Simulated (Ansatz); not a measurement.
Calculated with Ansatz: BeAs2, relaxation

Run with:

```bash
ansatz run input.yaml --threads 2 --pin off --max-ram 3584MiB --backend cpu --events-out ev --progress --plain --runs-dir out
```

Input:

```yaml
crystal:
  lattice:
    - [2.880347, 4.988902, 0.0]
    - [-2.880347, 4.988902, 0.0]
    - [0.0, 0.0, 6.305887]
  atoms:
    - { symbol: As, position: [0.4164, 0.8507, 0.21312] }
    - { symbol: As, position: [0.7329, 0.4164, 0.54645] }
    - { symbol: As, position: [0.8507, 0.7329, 0.87979] }
    - { symbol: As, position: [0.2671, 0.1493, 0.78688] }
    - { symbol: As, position: [0.1493, 0.5836, 0.45355] }
    - { symbol: As, position: [0.5836, 0.2671, 0.12021] }
    - { symbol: Be, position: [0.47, 0.53, 0.3333] }
    - { symbol: Be, position: [0.0, 0.47, 0.66663] }
    - { symbol: Be, position: [0.53, 0.0, 0.99997] }
  symmetry: { tolerance: 0.0003 }
kpoints:
  mp_grid: { grid: [6, 6, 5], shift: [0, 0, 0] }
magnetization:
  spin_polarized: false
scf:
  occupations: { method: fermi_dirac }
  lower_state_search: "off"
hamiltonian:
  pseudopotentials: { kind: paw }
  xc: r2scan
basis:
  ecutwfc: 500
  fft_grid_basis: typed
relax:
  max_steps: 60
  cell: { p_target: 0.0 }
output:
  forces: true
  stress: true
  eigenvalues: true
  bader: true
  populations: true
  elf: true
  write_potential: true
  volumetric_format: npy
  dos:
    e_range: [-12, 8]
    de: 0.05
    projected: { site_lists: { As: [As], Be: [Be] } }
  write_density: true
checkpoint:
  read: saved_state
```

Origin of the cell: a known structure type with other elements, at an estimated volume, so it need not be a known compound.

The smearing width isn't typed, so it takes its default of 0.1 eV.

The saved state is a converged single point of the same cell.

Steps («new basis» is an SCF on plane waves selected anew at the same cell):

```csv
step,ΔF (meV/atom),max force component (eV/Å),P (GPa),volume (Å³),SCF iterations,step was
1,0.0,2.027,23.65,181.23,6,accepted
2,-346.8,1.186,10.06,205.10,7,accepted
3,-560.2,0.738,1.37,219.74,7,accepted
4,-681.3,0.682,-2.56,221.94,7,accepted
5,-824.0,1.002,-3.61,217.68,7,accepted
6,-718.6,4.345,4.48,209.83,7,rejected
7,-859.8,0.638,-1.98,210.38,10,accepted
8,-877.4,0.172,-0.82,205.68,6,accepted
9,-883.7,0.203,0.08,200.21,6,accepted
10,-889.9,0.628,1.21,192.56,6,accepted
11,-910.3,0.993,2.71,185.96,6,accepted
12,-966.5,1.187,5.45,182.06,6,accepted
13,-1157.2,0.543,1.67,192.38,7,accepted
14,-1179.5,1.267,0.41,193.52,9,accepted
15,-1023.9,3.340,11.81,176.26,7,rejected
16,-1222.7,0.466,-0.09,193.80,13,accepted
17,-1226.9,0.093,0.04,194.32,8,accepted
18,-1228.8,0.026,-0.15,194.39,8,accepted
19,-1228.8,0.005,0.01,194.03,7,accepted
20,-1239.6,0.005,0.73,194.03,8,new basis
21,-1240.9,0.010,0.12,196.05,7,accepted
22,-1241.0,0.001,0.00,196.43,7,accepted
23,-1241.0,0.001,0.00,196.43,7,new basis
```

Step 1, with forces in eV/Å:

```xyz
9
Lattice="2.880 4.989 0.000 -2.880 4.989 0.000 0.000 0.000 6.306" Properties=species:S:1:pos:R:3:forces:R:3 pbc="T T T" step=1
As   -1.251    6.321    1.344   -2.027    0.489    0.679
As    0.912    5.734    3.446    0.590   -2.000    0.679
As    0.339    7.900    5.548    1.437    1.511    0.679
As    0.339    2.077    4.962    1.437   -1.511   -0.679
As   -1.251    3.656    2.860   -2.027   -0.489   -0.679
As    0.912    4.244    0.758    0.590    2.000   -0.679
Be   -0.173    4.989    2.102    0.140    0.000    0.000
Be   -1.354    2.345    4.204   -0.070    0.121    0.000
Be    1.527    2.644    6.306   -0.070   -0.121    0.000
```

Step 3, with forces in eV/Å:

```xyz
9
Lattice="3.128 5.418 0.000 -3.128 5.418 0.000 0.000 0.000 6.483" Properties=species:S:1:pos:R:3:forces:R:3 pbc="T T T" step=3
As   -1.547    7.049    1.420   -0.562    0.502   -0.245
As    0.925    5.971    3.581   -0.154   -0.738   -0.245
As    0.622    8.651    5.742    0.716    0.236   -0.245
As    0.622    2.184    5.064    0.716   -0.236    0.245
As   -1.547    3.787    2.903   -0.562   -0.502    0.245
As    0.925    4.864    0.742   -0.154    0.738    0.245
Be   -0.479    5.418    2.161   -0.325    0.000    0.000
Be   -1.324    2.294    4.322    0.162   -0.281    0.000
Be    1.804    3.124    6.483    0.162    0.281    0.000
```

Step 4, with forces in eV/Å:

```xyz
9
Lattice="3.184 5.515 0.000 -3.184 5.515 0.000 0.000 0.000 6.319" Properties=species:S:1:pos:R:3:forces:R:3 pbc="T T T" step=4
As   -1.696    7.292    1.371   -0.243    0.469   -0.682
As    0.901    5.915    3.477   -0.285   -0.445   -0.682
As    0.795    8.853    5.583    0.528   -0.024   -0.682
As    0.795    2.177    4.948    0.528    0.024    0.682
As   -1.696    3.738    2.842   -0.243   -0.469    0.682
As    0.901    5.115    0.736   -0.285    0.445    0.682
Be   -0.705    5.515    2.106   -0.160    0.000    0.000
Be   -1.240    2.147    4.213    0.080   -0.138    0.000
Be    1.944    3.368    6.319    0.080    0.138    0.000
```

Step 5, with forces in eV/Å:

```xyz
9
Lattice="3.224 5.584 0.000 -3.224 5.584 0.000 0.000 0.000 6.046" Properties=species:S:1:pos:R:3:forces:R:3 pbc="T T T" step=5
As   -1.828    7.462    1.227   -0.132    0.291   -1.002
As    0.899    5.854    3.242   -0.186   -0.260   -1.002
As    0.929    9.019    5.258    0.318   -0.031   -1.002
As    0.929    2.148    4.819    0.318    0.031    1.002
As   -1.828    3.706    2.804   -0.132   -0.291    1.002
As    0.899    5.314    0.788   -0.186    0.260    1.002
Be   -0.932    5.584    2.015    0.047    0.000    0.000
Be   -1.146    1.984    4.031   -0.024    0.041    0.000
Be    2.078    3.599    6.046   -0.024   -0.041    0.000
```

Step 8, with forces in eV/Å:

```xyz
9
Lattice="3.212 5.563 0.000 -3.212 5.563 0.000 0.000 0.000 5.755" Properties=species:S:1:pos:R:3:forces:R:3 pbc="T T T" step=8
As   -1.836    7.485    1.151   -0.040   -0.017   -0.172
As    0.859    5.794    3.070    0.035   -0.026   -0.172
As    0.976    8.974    4.988    0.005    0.043   -0.172
As    0.976    2.153    4.603    0.005   -0.043    0.172
As   -1.836    3.642    2.685   -0.040    0.017    0.172
As    0.859    5.332    0.767    0.035    0.026    0.172
Be   -1.013    5.563    1.918   -0.137    0.000    0.000
Be   -1.100    1.905    3.837    0.068   -0.118    0.000
Be    2.112    3.659    5.755    0.068    0.118    0.000
```

Step 10, with forces in eV/Å:

```xyz
9
Lattice="3.267 5.659 0.000 -3.267 5.659 0.000 0.000 0.000 5.207" Properties=species:S:1:pos:R:3:forces:R:3 pbc="T T T" step=10
As   -1.854    7.640    1.130    0.142   -0.223    0.628
As    0.845    5.892    2.866    0.122    0.235    0.628
As    1.009    9.104    4.602   -0.264   -0.012    0.628
As    1.009    2.214    4.078   -0.264    0.012   -0.628
As   -1.854    3.678    2.342    0.142    0.223   -0.628
As    0.845    5.426    0.606    0.122   -0.235   -0.628
Be   -1.067    5.659    1.736   -0.040    0.000    0.000
Be   -1.100    1.905    3.472    0.020   -0.034    0.000
Be    2.167    3.754    5.207    0.020    0.034    0.000
```

Step 11, with forces in eV/Å:

```xyz
9
Lattice="3.310 5.733 0.000 -3.310 5.733 0.000 0.000 0.000 4.900" Properties=species:S:1:pos:R:3:forces:R:3 pbc="T T T" step=11
As   -1.857    7.722    1.130    0.453   -0.495    0.993
As    0.861    5.997    2.764    0.203    0.640    0.993
As    0.995    9.213    4.397   -0.655   -0.144    0.993
As    0.995    2.253    3.770   -0.655    0.144   -0.993
As   -1.857    3.745    2.136    0.453    0.495   -0.993
As    0.861    5.469    0.503    0.203   -0.640   -0.993
Be   -1.062    5.733    1.633    0.106    0.000    0.000
Be   -1.124    1.947    3.267   -0.053    0.092    0.000
Be    2.186    3.786    4.900   -0.053   -0.092    0.000
```

Step 12, with forces in eV/Å:

```xyz
9
Lattice="3.382 5.858 0.000 -3.382 5.858 0.000 0.000 0.000 4.594" Properties=species:S:1:pos:R:3:forces:R:3 pbc="T T T" step=12
As   -1.848    7.838    1.122    0.910   -0.798    0.976
As    0.900    6.197    2.653    0.236    1.187    0.976
As    0.948    9.397    4.185   -1.146   -0.389    0.976
As    0.948    2.319    3.473   -1.146    0.389   -0.976
As   -1.848    3.878    1.941    0.910    0.798   -0.976
As    0.900    5.519    0.410    0.236   -1.187   -0.976
Be   -1.017    5.858    1.531    0.267    0.000    0.000
Be   -1.183    2.048    3.063   -0.134    0.231    0.000
Be    2.200    3.810    4.594   -0.134   -0.231    0.000
```

Step 14, with forces in eV/Å:

```xyz
9
Lattice="3.661 6.342 0.000 -3.661 6.342 0.000 0.000 0.000 4.167" Properties=species:S:1:pos:R:3:forces:R:3 pbc="T T T" step=14
As   -1.710    8.200    1.122   -0.943    0.902   -0.503
As    1.076    7.103    2.511   -0.310   -1.267   -0.503
As    0.633   10.064    3.900    1.252    0.366   -0.503
As    0.633    2.619    3.045    1.252   -0.366    0.503
As   -1.710    4.484    1.656   -0.943   -0.902    0.503
As    1.076    5.581    0.267   -0.310    1.267    0.503
Be   -0.719    6.342    1.389    0.628    0.000    0.000
Be   -1.471    2.548    2.778   -0.314    0.544    0.000
Be    2.190    3.793    4.167   -0.314   -0.544    0.000
```

Step 17, with forces in eV/Å:

```xyz
9
Lattice="3.715 6.435 0.000 -3.715 6.435 0.000 0.000 0.000 4.064" Properties=species:S:1:pos:R:3:forces:R:3 pbc="T T T" step=17
As   -1.811    8.338    1.035    0.003   -0.093   -0.030
As    1.115    7.133    2.390    0.080    0.049   -0.030
As    0.696   10.269    3.744   -0.082    0.044   -0.030
As    0.696    2.601    3.029   -0.082   -0.044    0.030
As   -1.811    4.532    1.674    0.003    0.093    0.030
As    1.115    5.737    0.320    0.080   -0.049    0.030
Be   -0.739    6.435    1.355    0.058    0.000    0.000
Be   -1.488    2.578    2.709   -0.029    0.050    0.000
Be    2.227    3.857    4.064   -0.029   -0.050    0.000
```

Step 18, with forces in eV/Å:

```xyz
9
Lattice="3.704 6.415 0.000 -3.704 6.415 0.000 0.000 0.000 4.091" Properties=species:S:1:pos:R:3:forces:R:3 pbc="T T T" step=18
As   -1.828    8.276    1.042   -0.009    0.025   -0.017
As    1.154    7.109    2.405   -0.017   -0.020   -0.017
As    0.674   10.275    3.769    0.026   -0.005   -0.017
As    0.674    2.555    3.049    0.026    0.005    0.017
As   -1.828    4.553    1.686   -0.009   -0.025    0.017
As    1.154    5.721    0.322   -0.017    0.020    0.017
Be   -0.694    6.415    1.364    0.020    0.000    0.000
Be   -1.505    2.606    2.727   -0.010    0.017    0.000
Be    2.199    3.809    4.091   -0.010   -0.017    0.000
```

Step 20, with forces in eV/Å:

```xyz
9
Lattice="3.700 6.408 0.000 -3.700 6.408 0.000 0.000 0.000 4.092" Properties=species:S:1:pos:R:3:forces:R:3 pbc="T T T" step=20
As   -1.826    8.270    1.041   -0.002   -0.001   -0.001
As    1.150    7.100    2.405    0.002   -0.002   -0.001
As    0.675   10.262    3.769    0.001    0.002   -0.001
As    0.675    2.554    3.051    0.001   -0.002    0.001
As   -1.826    4.546    1.687   -0.002    0.001    0.001
As    1.150    5.716    0.323    0.002    0.002    0.001
Be   -0.694    6.408    1.364   -0.005    0.000    0.000
Be   -1.503    2.603    2.728    0.002   -0.004    0.000
Be    2.197    3.805    4.092    0.002    0.004    0.000
```

Step 23, with forces in eV/Å:

```xyz
9
Lattice="3.736 6.470 0.000 -3.736 6.470 0.000 0.000 0.000 4.063" Properties=species:S:1:pos:R:3:forces:R:3 pbc="T T T" step=23
As   -1.837    8.352    1.032    0.001    0.000   -0.001
As    1.157    7.174    2.386    0.000    0.001   -0.001
As    0.680   10.356    3.741    0.000   -0.001   -0.001
As    0.680    2.585    3.031    0.000    0.001    0.001
As   -1.837    4.589    1.677    0.001    0.000    0.001
As    1.157    5.767    0.322    0.000   -0.001    0.001
Be   -0.702    6.470    1.354    0.000    0.000    0.000
Be   -1.517    2.628    2.709    0.000    0.000    0.000
Be    2.219    3.843    4.063    0.000    0.000    0.000
```

```
Free energy lowered by                                                                 : 1241.0 meV/atom
Volume change                                                                          : 8.39 %
Final pressure                                                                         : 0.00 GPa
Relaxation steps listed                                                                : 23
Formation energy (elements under the same functional, gases as molecules, uncorrected) : 0.117 eV/atom
```

Caveats: the k mesh is coarse if the cell is a metal; the relaxation held the start's symmetry, so the end may be a saddle point.

The run took 14 min on 2 threads of Arm Neoverse V2, on a shared host, peak memory 1.1 GiB, from a saved density.
